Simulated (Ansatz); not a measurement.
A geometry of ZnAu away from equilibrium: step 15 of the relaxation of a randomly generated symmetric cell of ZnAu (space group No. 5). The numbers are results of PBEsol (plane waves to 420 eV, PAW, scalar-relativistic; Ansatz, a first-principles code), not measurements. Γ-centred k-mesh 10×10×5 on the run's cell (coarser than for final values), Fermi–Dirac smearing 0.05 eV.

```xyz
6
Lattice="4.1746 -2.0285 0.1852 4.1746 2.0285 0.1852 0.1728 0.0000 5.8412" Properties=species:S:1:pos:R:3 pbc="T T T"
Au     4.2610    -0.3601     3.1058
Au     5.9450    -0.3601     5.3335
Au     2.5771    -0.3601     0.8781
Zn     6.9650    -0.3601     2.6861
Zn     1.5571    -0.3601     3.5255
Zn     4.1746     1.6684     0.1852
```

Q: Which atoms carry the largest force, and which way does it point?

A: 0.01 eV/Å, on Au2, Au3 (atoms numbered as listed); on Au2 its components are (0.00, 0.00, -0.01).

Q: What is the pressure?

A: +2.0 GPa, compression positive.

Q: How much energy per atom can still be gained by relaxing?

A: 0.02 eV/atom; the path ends in C2/m (No. 12).

No spin polarisation in the result.

The run could not lose the symmetry of its start: the end is stationary, and may be a saddle point rather than a minimum.

The end of the path is a generated cell of ZnAu: the first start was made by a random draw of sites in a space group, and the end was not matched to a known phase here, so it may be hypothetical. Known forms of ZnAu include space group No. 221.
